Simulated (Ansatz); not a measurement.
C built on the lonsdaleite prototype: an Ansatz output whose functional has been blanked. The cell was relaxed with r2SCAN and then strained (uniaxial +0.5 % along x, other directions held), with the atoms relaxed again with r2SCAN; k points keep the names of the unstrained zone.

```cif
data_structure
_symmetry_space_group_name_H-M 'P 1'
_symmetry_Int_Tables_number 1
_cell_length_a 2.5157
_cell_length_b 2.5063
_cell_length_c 4.1689
_cell_angle_alpha 90.000
_cell_angle_beta 90.000
_cell_angle_gamma 120.124
_cell_volume 22.74
loop_
_atom_site_label
_atom_site_type_symbol
_atom_site_fract_x
_atom_site_fract_y
_atom_site_fract_z
_atom_site_occupancy
C1 C 0.33329 0.66658 0.00022 1
C2 C 0.66671 0.33342 0.50022 1
C3 C 0.33329 0.66658 0.37478 1
C4 C 0.66671 0.33342 0.87478 1
```

```
Pseudopotential: C, paw, valence charge 4, recommended cutoff 420 eV
Crystal: 4 atoms, lattice volume = 22.735 Å³
Basis set: ecut = 420 eV, 427 PW (Γ)
Bands: 13, of which v1, the nominal top of the filled ones, is band 8 counted from 1 (7 counted from 0)
Symmetry: 8 space group operations
Space group: Cmcm (ITA 63)
k-points: 75 of 324
preconditioner: auto → none  [insulator: Δε(μ)=4.301 eV  ℏωp=31.2 eV]
hybrid outer 1: dexx = +4.202e-3 eV, tail = 2.01e-5 eV
hybrid outer 2: dexx = +3.302e-7 eV, tail = 8.56e-9 eV, Δε = 2.66e-3 eV, ΔF = 4.10e-4 eV/Å
NSCF: frozen V_eff on 6 k-points
hybrid SCF converged: 2 outer / 9 inner (+2 warm-up)
Free energy (F): -1003.417933 eV
Fermi energy:    12.978571 eV
--- Per-component energies (eV) ---
  E_band       = 45.321440
  E_kinetic    = 367.817757
  E_local      = -243.451697
  E_nonlocal   = 104.487400
  E_hartree    = 53.863565
  E_xc         = -157.824401
  E_vxc        = -193.918310
  E_exx        = -36.568140
  E_paw        = -397.178726
  E_vpaw       = -24.204403
  E_ewald      = -694.494852
  E_core_change = -0.068873
--- Forces (eV/Å), atoms counted from 1 ---
  atom   1  C       0.00000    -0.00394    -0.01218
  atom   2  C       0.00000      0.00394    -0.01218
  atom   3  C       0.00000    -0.00394      0.01218
  atom   4  C       0.00000      0.00394      0.01218
--- Stress (GPa, compression-positive) ---
      -11.511186       0.000000       0.000000
        0.000000      -5.820260       0.000000
        0.000000       0.000000      -6.510387
  P = ⅓ Tr σ = -7.9473 GPa (-79.473 kbar)
--- Band table (eV; the first three rows and the last of 75) ---
  k-point 0: bands = […, -1.9579, 9.5711, 9.6124, 12.4846, 12.9478, 12.9786, 19.2183, 19.2999, 19.7371, 22.4797, …]
  k-point 1: bands = […, 0.8597, 9.9045, 9.9305, 9.9790, 12.2299, 12.2650, 20.0078, 20.0885, 20.9322, 22.4140, …]
  k-point 2: bands = […, 5.3154, 5.3154, 10.9280, 10.9280, 10.9665, 10.9665, 21.6619, 21.6619, 21.7273, 21.7273, …]
  k-point 74: bands = […, 2.1929, 2.1929, 5.1510, 5.1510, 7.6801, 7.6801, 21.7241, 21.7241, 24.6080, 24.6080, …]
```

bands.tsv, columns around the gap (it counts bands from 0):
```tsv
# k_distance	band_3	band_4	band_5	band_6	band_7	band_8	band_9	band_10	band_11
# fermi_ev = 12.978571
# [0, 0, 0] at k_distance = 0.000000
# [0.5, 0, 0] at k_distance = 1.443783
# [0.3333333333, 0.3333333333, 0] at k_distance = 2.279433
# [0, 0, 0.5] at k_distance = 4.112772
# [0.5, 0, 0.5] at k_distance = 5.556555
# [0.3333333333, 0.3333333333, 0.5] at k_distance = 6.392205
# levels_relative_to = fermi_ev
0.000	-3.407	-3.366	-0.494	-0.031	0.000	6.240	6.321	6.759	9.501
1.444	-10.987	-10.110	-7.028	-6.410	-3.408	5.656	9.422	9.850	9.940
2.279	-10.785	-10.699	-7.851	-7.815	-7.610	4.382	13.622	13.673	14.306
4.113	-7.663	-2.051	-2.051	-2.012	-2.012	8.683	8.683	8.749	8.749
5.557	-14.217	-5.540	-5.540	-5.253	-5.253	7.164	7.164	7.819	7.819
6.392	-13.728	-10.314	-10.314	-4.678	-4.678	8.839	8.839	10.519	10.519
```
In order the rows are Γ, M, K, A, L, H.

Problem. Which functional gave these numbers?
A. PBE0
B. r2SCAN
C. r2SCAN0
D. HSE06

Solution. D. HSE06. The exchange loop and the term E_exx show exact exchange. The HSE06 gap is indirect, 4.38 eV (Γ to K), below the direct gap of 6.24 eV at Γ. Among hybrids the size of the gap and of E_exx follows the share and range of exact exchange. The stress of a hybrid is loosely converged here. Within one family of functionals the choice rests on the size of the gap and stress, not on a line of the log.

Run as `ansatz run input.yaml --threads 2 --pin off --max-ram 2211MiB --backend cpu --events-out ev --progress --plain --runs-dir out`. It took 39 s on 2 threads of Arm Neoverse V1, with other jobs on the host, load about 0.3 per core; peak host memory 0.79 GiB.

No spin polarisation and no zero-point or thermal motion.

The meshes of the hybrids are coarse, so their gaps aren't converged to the digits shown.
